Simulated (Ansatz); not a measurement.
GeSe:
```
CELL_PARAMETERS angstrom
      7.75790     0.00000     0.00000
      0.00000     3.83996     0.00000
      0.00000     0.00000     5.82884
ATOMIC_POSITIONS crystal
  Ge 0.48859 0.25000 0.77520
  Ge 0.98859 0.25000 0.72480
  Ge 0.51141 0.75000 0.22480
  Ge 0.01141 0.75000 0.27520
  Se 0.82047 0.25000 0.11088
  Se 0.32047 0.25000 0.38912
  Se 0.17953 0.75000 0.88912
  Se 0.67953 0.75000 0.61088
```

Relaxed with PBEsol. Independent-particle spectrum: no excitons, no local fields, no scissors shift; 0.1 eV broadening; ε₁ of the summed bands alone.

Q: Tabulate the dielectric function from PBEsol in the plane-wave PAW code Ansatz.

A: 

| E (eV) | ε₁ xx | ε₂ xx | ε₁ yy | ε₂ yy | ε₁ zz | ε₂ zz |
|---|---|---|---|---|---|---|
| 0.0 | 24.58 | 0.00 | 25.25 | 0.00 | 22.21 | 0.00 |
| 0.5 | 26.04 | 0.00 | 26.63 | 0.00 | 23.53 | 0.00 |
| 1.0 | 32.38 | 4.53 | 34.09 | 0.62 | 28.97 | 3.84 |
| 1.5 | 30.60 | 14.61 | 37.03 | 20.68 | 27.84 | 13.58 |
| 2.0 | 26.50 | 16.82 | 24.97 | 26.64 | 22.80 | 19.76 |
| 2.5 | 28.66 | 34.68 | 10.59 | 41.62 | 14.72 | 27.47 |
| 3.0 | 4.38 | 50.14 | -3.69 | 32.60 | 7.90 | 27.90 |
| 3.5 | -14.10 | 28.59 | -7.25 | 17.89 | -0.62 | 22.48 |
| 4.0 | -13.23 | 16.37 | -5.10 | 15.91 | -3.35 | 20.89 |
| 4.5 | -9.82 | 10.36 | -4.92 | 12.91 | -7.16 | 14.55 |
| 5.0 | -8.04 | 7.41 | -5.87 | 12.10 | -5.54 | 10.73 |
| 5.5 | -5.59 | 6.62 | -6.86 | 9.25 | -6.08 | 8.42 |
| 6.0 | -5.59 | 4.87 | -6.27 | 7.09 | -6.01 | 7.01 |
| 6.5 | -4.36 | 3.58 | -6.35 | 4.03 | -4.88 | 4.21 |
| 7.0 | -3.83 | 2.89 | -4.57 | 2.81 | -4.11 | 3.36 |
| 7.5 | -2.61 | 2.79 | -3.34 | 2.59 | -2.33 | 3.03 |
| 8.0 | -2.23 | 2.47 | -2.63 | 2.48 | -2.41 | 3.28 |
| 8.5 | -1.68 | 2.95 | -2.24 | 2.52 | -2.24 | 3.00 |
| 9.0 | -1.82 | 2.62 | -2.29 | 2.36 | -2.26 | 3.15 |
| 9.5 | -1.91 | 2.65 | -1.90 | 1.91 | -2.37 | 2.31 |
| 10.0 | -2.07 | 2.29 | -1.90 | 1.97 | -1.93 | 1.89 |
| 10.5 | -2.06 | 1.82 | -1.61 | 1.63 | -1.78 | 1.76 |
| 11.0 | -1.90 | 1.41 | -1.76 | 1.45 | -1.74 | 1.61 |
| 11.5 | -1.64 | 1.15 | -1.56 | 1.18 | -1.69 | 1.28 |
| 12.0 | -1.39 | 0.96 | -1.40 | 0.99 | -1.43 | 0.99 |

Q: From ε at 1.8 eV (xx: 27.64 + 18.36i), find n, k, the normal reflectivity and the absorption coefficient.

A: n = 5.51, k = 1.665, R = 51 %, α = 2kE/ħc = 300000 cm⁻¹.

With all bands, ε∞ without local fields is 24.6 (xx), 25.3 (yy), 22.3 (zz).

Space group Pnma. Symmetry was held in the PBEsol relaxation. The volume moved by 33 % from the start of the relaxation. Scalar-relativistic: spin–orbit coupling is off unless named, which matters more the heavier the elements.

Potentials: the later of the program's two PAW sets.
